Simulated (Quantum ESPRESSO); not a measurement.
# TiGaHf2O7F: finding a planted mistake in a log

Computed values, not a measurement. The program is pw.x of Quantum ESPRESSO 7.5 (plane-wave density functional theory). The cell is made up: 12 atoms on a fluorite lattice, with randomly drawn elements, strain and displacements, not relaxed. PseudoDojo standard norm-conserving files (v0.5 for PBE, v0.4.1 for LDA and PBEsol) set the functional; there is no spin polarisation, spin-orbit coupling or dispersion term, and the masses in the input are unused placeholders.

The hafnium pseudopotential is less sure than the others, with forces about 3 percent (worst 6) and pressure in oxides about 1.5 GPa (worst 2.7) from a second method in checks, which no rerun with the same files tests.

Intended input:

```
&control calculation='scf', pseudo_dir='./dojo.nc.sr.pbe.v0_5.standard.upf', outdir='./o', disk_io='low', tprnfor=.true., tstress=.true. /
&system ibrav=0, nat=12, ntyp=5, nbnd=55, ecutwfc=84.00895049, nosym=.true., tot_charge=0,
 occupations='smearing', smearing='fd', degauss=0.0018374661
/
&electrons conv_thr=7.350e-09, electron_maxstep=60, /
ATOMIC_SPECIES
F 1.0 F.upf
Ga 1.0 Ga.upf
Hf 1.0 Hf.upf
O 1.0 O.upf
Ti 1.0 Ti.upf
CELL_PARAMETERS angstrom
4.9656 0.0 0.0
0.0 4.9656 0.0
0.0 0.0 4.9656
ATOMIC_POSITIONS angstrom
Ti -0.0155 -0.0432 0.0064
Ga 0.1543 2.4318 2.5717
Hf 2.5336 0.0003 2.457
Hf 2.5272 2.5461 -0.1236
O 1.2966 1.4277 1.1457
O 1.3687 1.217 3.6331
O 1.364 3.7844 1.16
O 1.3565 3.7038 3.6832
O 3.8057 1.2293 1.292
F 3.8418 1.137 3.6039
O 3.5865 3.5868 1.1702
O 3.5788 3.687 3.6654
K_POINTS automatic
5 5 5 1 1 1
```

The log is shortened where brackets say so; the opening notice, blank lines, dates and the lines on written files are dropped, and the path of the files is cut. It prints rydbergs, bohrs and kilobars, and counts compression as positive stress. Where no state is partly filled, the Fermi energy that it prints is only some level between the filled and the empty states on the mesh, and need not lie in the true gap.

Log of the intended run:

```
     Program PWSCF v.7.5
     Parallel version (MPI & OpenMP), running on       4 processor cores
     Number of MPI processes:                 4
     Threads/MPI process:                     1
     [start-up lines left out]
     bravais-lattice index     =            0
     lattice parameter (alat)  =       9.3836  a.u.
     unit-cell volume          =     826.2506 (a.u.)^3
     number of atoms/cell      =           12
     number of atomic types    =            5
     number of electrons       =        98.00
     number of Kohn-Sham states=           55
     kinetic-energy cutoff     =      84.0090  Ry
     charge density cutoff     =     336.0358  Ry
     scf convergence threshold =      7.3E-09
     mixing beta               =       0.7000
     number of iterations used =            8  plain     mixing
     Exchange-correlation= PBE
                           (   1   4   3   4   0   0   0)
     [axes and pseudopotential details left out]
   Cartesian axes
     site n.     atom                  positions (alat units)
         1        Ti     tau(   1) = (  -0.0031215  -0.0086999   0.0012889  )
         2        Ga     tau(   2) = (   0.0310738   0.4897293   0.5179032  )
         3        Hf     tau(   3) = (   0.5102304   0.0000604   0.4948043  )
         4        Hf     tau(   4) = (   0.5089415   0.5127477  -0.0248913  )
         5        O      tau(   5) = (   0.2611165   0.2875181   0.2307274  )
         6        O      tau(   6) = (   0.2756364   0.2450862   0.7316538  )
         7        O      tau(   7) = (   0.2746899   0.7621234   0.2336072  )
         8        O      tau(   8) = (   0.2731795   0.7458917   0.7417432  )
         9        O      tau(   9) = (   0.7664129   0.2475632   0.2601901  )
        10        F      tau(  10) = (   0.7736829   0.2289754   0.7257733  )
        11        O      tau(  11) = (   0.7222692   0.7223296   0.2356614  )
        12        O      tau(  12) = (   0.7207185   0.7425085   0.7381585  )
     number of k points=    63  Fermi-Dirac smearing, width (Ry)=  0.0018
                       cart. coord. in units 2pi/alat
        k(    1) = (   0.1000000   0.1000000   0.1000000), wk =   0.0320000
        k(    2) = (   0.1000000   0.1000000   0.3000000), wk =   0.0320000
     [further k points left out]
     Dense  grid:    86119 G-vectors     FFT dimensions: (  60,  60,  60)
     Estimated max dynamical RAM per process >     302.33 MB
     Estimated total dynamical RAM >       1.12 GB
     Initial potential from superposition of free atoms
     starting charge      97.9920, renormalised to      98.0000
     Starting wfcs are   71 randomized atomic wfcs
     total cpu time spent up to now is        5.5 secs
     per-process dynamical memory:   232.3 Mb
     Self-consistent Calculation
     iteration #  1     ecut=    84.01 Ry     beta= 0.70
     Davidson diagonalization with overlap
     ethr =  1.00E-02,  avg # of iterations =  2.0
     total cpu time spent up to now is       14.5 secs
     total energy              =    -776.55232459 Ry
     estimated scf accuracy    <       4.88068655 Ry
     iteration #  2     ecut=    84.01 Ry     beta= 0.70
     Davidson diagonalization with overlap
     ethr =  4.98E-03,  avg # of iterations =  5.4
     total cpu time spent up to now is       27.6 secs
     total energy              =    -771.98219057 Ry
     estimated scf accuracy    <      57.87640648 Ry
     [iterations 3 to 13 left out]
     iteration # 14     ecut=    84.01 Ry     beta= 0.70
     Davidson diagonalization with overlap
     ethr =  2.68E-10,  avg # of iterations =  2.0
     total cpu time spent up to now is      154.8 secs
     total energy              =    -779.10938882 Ry
     estimated scf accuracy    <       0.00000003 Ry
     iteration # 15     ecut=    84.01 Ry     beta= 0.70
     Davidson diagonalization with overlap
     ethr =  3.42E-11,  avg # of iterations =  3.4
     total cpu time spent up to now is      164.5 secs
     End of self-consistent calculation
     [lines on levels left out]
     the Fermi energy is    12.3387 ev
!    total energy              =    -779.10938883 Ry
     estimated scf accuracy    <          2.6E-09 Ry
     smearing contrib. (-TS)   =      -0.00000000 Ry
     internal energy E=F+TS    =    -779.10938883 Ry
     The total energy is F=E-TS. E is the sum of the following terms:
     one-electron contribution =    -169.65299007 Ry
     hartree contribution      =     152.21535813 Ry
     xc contribution           =    -186.81670448 Ry
     ewald contribution        =    -574.85505241 Ry
     convergence has been achieved in  15 iterations
     Forces acting on atoms (cartesian axes, Ry/au):
     atom    1 type  5   force =     0.07941631   -0.04864772    0.13067277
     atom    2 type  2   force =     0.04212181    0.03062582   -0.09304579
     atom    3 type  3   force =    -0.07268596   -0.03949880   -0.13477183
     atom    4 type  3   force =    -0.07908309   -0.05006705    0.11464766
     atom    5 type  4   force =    -0.05522238   -0.06676941    0.01896979
     atom    6 type  4   force =    -0.05552718   -0.01952838    0.01609751
     atom    7 type  4   force =    -0.12167087    0.08541654   -0.03016470
     atom    8 type  4   force =    -0.16367972    0.01028566   -0.01910157
     atom    9 type  4   force =     0.04245552   -0.06213759   -0.06267458
     atom   10 type  1   force =     0.03335946    0.03109879    0.07391682
     atom   11 type  4   force =     0.15797329    0.08638920    0.01861357
     atom   12 type  4   force =     0.19254281    0.04283294   -0.03315965
     Total force =     0.485593     Total SCF correction =     0.000139
     Computing stress (Cartesian axis) and pressure
          total   stress  (Ry/bohr**3)                   (kbar)     P=      137.46
   0.00096541   0.00026155   0.00004157          142.02       38.48        6.11
   0.00026155   0.00089811  -0.00024787           38.48      132.12      -36.46
   0.00004157  -0.00024787   0.00093982            6.11      -36.46      138.25
     init_run     :      4.99s CPU      5.21s WALL (       1 calls)
     electrons    :    158.26s CPU    159.01s WALL (       1 calls)
     forces       :      2.07s CPU      2.08s WALL (       1 calls)
     stress       :      6.88s CPU      7.12s WALL (       1 calls)
     [timing details left out]
     PWSCF        :   2m52.51s CPU   2m53.80s WALL
     JOB DONE.
```

A second run was made from an input with one planted mistake. Its log:

```
     Program PWSCF v.7.5
     Parallel version (MPI & OpenMP), running on       4 processor cores
     Number of MPI processes:                 4
     Threads/MPI process:                     1
     [start-up lines left out]
     bravais-lattice index     =            0
     lattice parameter (alat)  =       9.3836  a.u.
     unit-cell volume          =     826.2506 (a.u.)^3
     number of atoms/cell      =           12
     number of atomic types    =            5
     number of electrons       =        98.00
     number of Kohn-Sham states=           55
     kinetic-energy cutoff     =      84.0090  Ry
     charge density cutoff     =     336.0358  Ry
     scf convergence threshold =      1.5E-02
     mixing beta               =       0.7000
     number of iterations used =            8  plain     mixing
     Exchange-correlation= PBE
                           (   1   4   3   4   0   0   0)
     [axes and pseudopotential details left out]
   Cartesian axes
     site n.     atom                  positions (alat units)
         1        Ti     tau(   1) = (  -0.0031215  -0.0086999   0.0012889  )
         2        Ga     tau(   2) = (   0.0310738   0.4897293   0.5179032  )
         3        Hf     tau(   3) = (   0.5102304   0.0000604   0.4948043  )
         4        Hf     tau(   4) = (   0.5089415   0.5127477  -0.0248913  )
         5        O      tau(   5) = (   0.2611165   0.2875181   0.2307274  )
         6        O      tau(   6) = (   0.2756364   0.2450862   0.7316538  )
         7        O      tau(   7) = (   0.2746899   0.7621234   0.2336072  )
         8        O      tau(   8) = (   0.2731795   0.7458917   0.7417432  )
         9        O      tau(   9) = (   0.7664129   0.2475632   0.2601901  )
        10        F      tau(  10) = (   0.7736829   0.2289754   0.7257733  )
        11        O      tau(  11) = (   0.7222692   0.7223296   0.2356614  )
        12        O      tau(  12) = (   0.7207185   0.7425085   0.7381585  )
     number of k points=    63  Fermi-Dirac smearing, width (Ry)=  0.0018
                       cart. coord. in units 2pi/alat
        k(    1) = (   0.1000000   0.1000000   0.1000000), wk =   0.0320000
        k(    2) = (   0.1000000   0.1000000   0.3000000), wk =   0.0320000
     [further k points left out]
     Dense  grid:    86119 G-vectors     FFT dimensions: (  60,  60,  60)
     Estimated max dynamical RAM per process >     302.33 MB
     Estimated total dynamical RAM >       1.12 GB
     Initial potential from superposition of free atoms
     starting charge      97.9920, renormalised to      98.0000
     Starting wfcs are   71 randomized atomic wfcs
     total cpu time spent up to now is        5.4 secs
     per-process dynamical memory:   232.3 Mb
     Self-consistent Calculation
     iteration #  1     ecut=    84.01 Ry     beta= 0.70
     Davidson diagonalization with overlap
     ethr =  1.00E-02,  avg # of iterations =  2.0
     total cpu time spent up to now is       14.3 secs
     total energy              =    -776.55232459 Ry
     estimated scf accuracy    <       4.88068655 Ry
     iteration #  2     ecut=    84.01 Ry     beta= 0.70
     Davidson diagonalization with overlap
     ethr =  4.98E-03,  avg # of iterations =  5.4
     total cpu time spent up to now is       27.4 secs
     total energy              =    -771.98219057 Ry
     estimated scf accuracy    <      57.87640648 Ry
     [iterations 3 to 5 left out]
     iteration #  6     ecut=    84.01 Ry     beta= 0.70
     Davidson diagonalization with overlap
     ethr =  5.14E-04,  avg # of iterations =  8.3
     total cpu time spent up to now is       72.6 secs
     total energy              =    -779.10045442 Ry
     estimated scf accuracy    <       0.02081300 Ry
     iteration #  7     ecut=    84.01 Ry     beta= 0.70
     Davidson diagonalization with overlap
     ethr =  2.12E-05,  avg # of iterations =  7.8
     total cpu time spent up to now is       88.6 secs
     End of self-consistent calculation
     [lines on levels left out]
     the Fermi energy is    12.3291 ev
!    total energy              =    -779.10897756 Ry
     estimated scf accuracy    <       0.00218956 Ry
     smearing contrib. (-TS)   =      -0.00000000 Ry
     internal energy E=F+TS    =    -779.10897756 Ry
     The total energy is F=E-TS. E is the sum of the following terms:
     one-electron contribution =    -169.57831648 Ry
     hartree contribution      =     152.11596406 Ry
     xc contribution           =    -186.79157274 Ry
     ewald contribution        =    -574.85505241 Ry
     convergence has been achieved in   7 iterations
     Forces acting on atoms (cartesian axes, Ry/au):
     atom    1 type  5   force =     0.07880277   -0.04773991    0.13035080
     atom    2 type  2   force =     0.04515899    0.03062517   -0.09503350
     atom    3 type  3   force =    -0.07309970   -0.03936059   -0.13438284
     atom    4 type  3   force =    -0.07932078   -0.05061894    0.11430457
     atom    5 type  4   force =    -0.05648533   -0.06710928    0.01946194
     atom    6 type  4   force =    -0.05590376   -0.01909894    0.01675667
     atom    7 type  4   force =    -0.12263698    0.08521802   -0.03023254
     atom    8 type  4   force =    -0.16391107    0.01000271   -0.01849394
     atom    9 type  4   force =     0.04355464   -0.06193891   -0.06320844
     atom   10 type  1   force =     0.03314950    0.03149905    0.07384235
     atom   11 type  4   force =     0.15885012    0.08611705    0.01925257
     atom   12 type  4   force =     0.19184161    0.04240456   -0.03261764
     Total force =     0.486505     Total SCF correction =     0.031116
     Computing stress (Cartesian axis) and pressure
          total   stress  (Ry/bohr**3)                   (kbar)     P=      117.73
   0.00082225   0.00025922   0.00004319          120.96       38.13        6.35
   0.00025922   0.00076866  -0.00025685           38.13      113.07      -37.78
   0.00004319  -0.00025685   0.00081001            6.35      -37.78      119.16
     init_run     :      5.03s CPU      5.23s WALL (       1 calls)
     electrons    :     82.88s CPU     83.23s WALL (       1 calls)
     forces       :      2.09s CPU      2.09s WALL (       1 calls)
     stress       :      6.97s CPU      7.19s WALL (       1 calls)
     [timing details left out]
     PWSCF        :   1m37.16s CPU   1m37.99s WALL
     JOB DONE.
```

Question: what was wrong in the second input?

Answer: the self-consistency threshold is too loose. The input lines that differ, file-writing options aside:

```
- &electrons conv_thr=7.350e-09, electron_maxstep=60, /
+ &electrons conv_thr=1.470e-02, electron_maxstep=60, /
```

|  | intended run | run with the mistake |
| --- | --- | --- |
| free energy (eV) | -10600.323 | -10600.318 |
| smearing term -TS (eV) | 0.0000 | 0.0000 |
| pressure (GPa) | 13.75 | 11.77 |
| largest force component (eV/Å) | 4.950 | 4.932 |
| largest change of a force component (eV/Å) |  | 0.078 |
| iterations | 15 | 7 |

For scale, a rerun of the intended cell at 1437 eV and a 7 x 7 x 7 mesh moved values by no more than 0.003 eV in energy, 0.04 GPa in stress and 0.003 eV/Å in force.